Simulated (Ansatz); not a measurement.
Here is the system:

WS$_{2}$:
```cif
data_S4W2
_chemical_formula_sum 'W2 S4'
_space_group_name_H-M_alt 'P 1'
_space_group_IT_number 1
_cell_length_a 3.15411
_cell_length_b 3.15411
_cell_length_c 12.14106
_cell_angle_alpha 90.000
_cell_angle_beta 90.000
_cell_angle_gamma 120.000
loop_
_space_group_symop_operation_xyz
  'x, y, z'
loop_
_atom_site_label
_atom_site_type_symbol
_atom_site_fract_x
_atom_site_fract_y
_atom_site_fract_z
_atom_site_occupancy
W1 W 0.33333 0.66667 0.75000 1
W2 W 0.66667 0.33333 0.25000 1
S1 S 0.33333 0.66667 0.12030 1
S2 S 0.66667 0.33333 0.87970 1
S3 S 0.66667 0.33333 0.62030 1
S4 S 0.33333 0.66667 0.37970 1
```

This is the PBE+D3(BJ)-relaxed structure.

### Question
All from DFT-PBE+D3(BJ) in the program Ansatz with PAW potentials, unless another level is named. Predict the smallest direct gap on the standard path.

### Answer
1.83 eV.

### Question
Next, the HSE06 gap on the PBE+D3(BJ) cell?

### Answer
1.39 eV.

### Question
Give the hole effective mass.

### Answer
0.55, 0.55, 0.88 mₑ (principal values).

### Question
Give the Z2 indices of the occupied bands with spin–orbit coupling.

### Answer
0;(000).

### Question
And the weight of the valence-edge state by species (Voronoi cells)?

### Answer
W 56 %, S 44 %.

### Question
What about the conduction-band minimum?

### Answer
on the K–Γ line, 48 % of the way from K (6 equivalent valleys).

Space group P6_3/mmc. Symmetry was held in the PBE+D3(BJ) relaxation; phonons on a q-mesh show no instability. The run is not spin-polarised. Scalar-relativistic: spin–orbit coupling is off unless named, which matters more the heavier the elements.

Potentials: the later of the program's two PAW sets.
